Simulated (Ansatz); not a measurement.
Straining TlIn

Computed with DFT PBEsol, scalar-relativistic, plane waves, PAW in Ansatz 0.2.0. Run with 420 eV cutoff, 12×12×2 k-mesh, Gaussian smearing of 0.10 eV, no spin polarisation.

Starting point, cell and atoms relaxed:

```
Tl In
1.0
     3.36203    0.00000    0.00000
    -1.68102    2.91160    0.00000
     0.00000    0.00000   16.53565
Tl In
3 3
Direct
  0.66667 0.33333 0.83333
  0.33333 0.66667 0.16667
  0.00000 0.00000 0.50000
  0.00000 0.00000 0.00000
  0.66667 0.33333 0.33333
  0.33333 0.66667 0.66667
```

Deformation: shear that moves c along a by the strain times its height over the a-b plane, the cell held and the atoms relaxed, all within the symmetry that the strain leaves. Energies are extrapolated to zero smearing. On this cell's mesh the reference holds a stress of up to 0.36 GPa.

Spin–orbit coupling is left out, which can shift energies with elements as heavy as these.

| strain (%) | ΔE (meV/atom) | a (Å) | b (Å) | c (Å) |
| --- | --- | --- | --- | --- |
| +0.0 | 0.0 | 3.362 | 3.362 | 16.536 |
| +2.0 | -0.6 | 3.362 | 3.362 | 16.539 |
| +4.0 | -1.5 | 3.362 | 3.362 | 16.549 |
| +6.0 | -1.8 | 3.362 | 3.362 | 16.565 |
| +8.0 | -1.4 | 3.362 | 3.362 | 16.588 |
| +12.0 | 2.2 | 3.362 | 3.362 | 16.654 |

Question: Does one stiffness describe the whole range?

Answer: No: the innermost pair of points gives (1/V) d²E/dε² = -19 GPa and a cubic fit over all points -3 GPa, so terms beyond the third order count over this range. The innermost energies differ by about a meV/atom, within the error of mesh and smearing, so the first value is uncertain.